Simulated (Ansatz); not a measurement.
Data:

WC (WC type, space group P-6m2)

```cif
data_CW
_chemical_formula_sum 'W1 C1'
_space_group_name_H-M_alt 'P-6m2'
_space_group_IT_number 187
_space_group_name_Hall 'P -6 2'
_cell_length_a 2.92196
_cell_length_b 2.92196
_cell_length_c 2.84728
_cell_angle_alpha 90.000
_cell_angle_beta 90.000
_cell_angle_gamma 120.000
loop_
_atom_site_label
_atom_site_type_symbol
_atom_site_symmetry_multiplicity
_atom_site_Wyckoff_symbol
_atom_site_fract_x
_atom_site_fract_y
_atom_site_fract_z
_atom_site_occupancy
W1 W 1 a 0.00000 0.00000 0.00000 1
C1 C 1 f 0.66667 0.33333 0.50000 1
```

This relaxed cell (volume V₀) is scaled evenly in all directions, its shape held. Symmetry pins the atoms to their sites.

Method: PBE (plane waves to 420 eV, PAW, scalar-relativistic; Ansatz, an electronic-structure program). k mesh 18×18×16 (Γ-centred), Fermi-Dirac smearing 0.05 eV. The energy includes the smearing's −TS. Compression counts positive. With the shape held, the modulus is that of even scaling; a crystal free to change shape is softer. Spin-orbit coupling is left out, though W is heavy. The PAW data are Ansatz's earlier set. WC is run without spin polarisation. WC was relaxed with its symmetry unable to fall. The zero of ΔE is the relaxed starting cell.

The scan covers V/V₀ from 0.840 to 1.160 in 11 points.

Problem. What is the fitted pressure derivative B₀′?

Solution. 4.2.

Problem. What bulk modulus at fixed cell shape B₀ follows from a third-order Birch-Murnaghan fit?

Solution. 385 GPa.

(Under strain, the slope of the energy per volume gives the stress and its curvature an elastic modulus.)
